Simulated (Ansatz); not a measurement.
This run works on a generated trial structure, not on a known crystal.

Input and command of a plane-wave DFT calculation in Ansatz:

```yaml
crystal:
  lattice:
    - [6.0681432587, 0.0, 0.0]
    - [-3.0340716293, 5.2551662158, 0.0]
    - [0.0, 0.0, 6.1332791911]
  atoms:
    - { symbol: Mg, position: [0.1556970631, 0.3113941261, 0.25] }
    - { symbol: Mg, position: [0.6886058739, 0.8443029369, 0.25] }
    - { symbol: Mg, position: [0.1556970631, 0.8443029369, 0.25] }
    - { symbol: Mg, position: [0.8443029369, 0.6886058739, 0.75] }
    - { symbol: Mg, position: [0.3113941261, 0.1556970631, 0.75] }
    - { symbol: Mg, position: [0.8443029369, 0.1556970631, 0.75] }
    - { symbol: Zn, position: [0.6666666667, 0.3333333333, 0.4382570343] }
    - { symbol: Zn, position: [0.3333333333, 0.6666666667, 0.5617429657] }
    - { symbol: Zn, position: [0.3333333333, 0.6666666667, 0.9382570343] }
    - { symbol: Zn, position: [0.6666666667, 0.3333333333, 0.0617429657] }
    - { symbol: O, position: [0.0, 0.0, 0.5] }
    - { symbol: O, position: [0.0, 0.0, 0.0] }
basis:
  ecutwfc: 420
kpoints:
  mp_grid: { grid: [6, 6, 6] }
hamiltonian:
  xc: pbe
scf:
  occupations: { method: gaussian, width: 0.1 }
output:
  forces: true
  stress: true
  eigenvalues: true
relax:
  adjacent_minimum: "off"
  f_tol: 0.01
  max_steps: 80
  cell: { stress_tol: 0.05 }
```

```bash
ansatz run input.yaml --threads 1 --pin off --max-ram 2560MiB --backend cpu --events-out ev --progress --plain --runs-dir out
```

Processor: Intel(R) Xeon(R) Processor @ 2.50GHz (Skylake/Cascade Lake), 1 thread, on a host shared with other jobs.

Task: How long does it run, and how much memory does it take?

Result: About 10 min, peak memory 0.66 GiB. It solves 72 bands at 28 k points (after reduction by symmetry) with about 3955 plane waves (on the last cell), in 89 SCF iterations over 12 ionic steps.
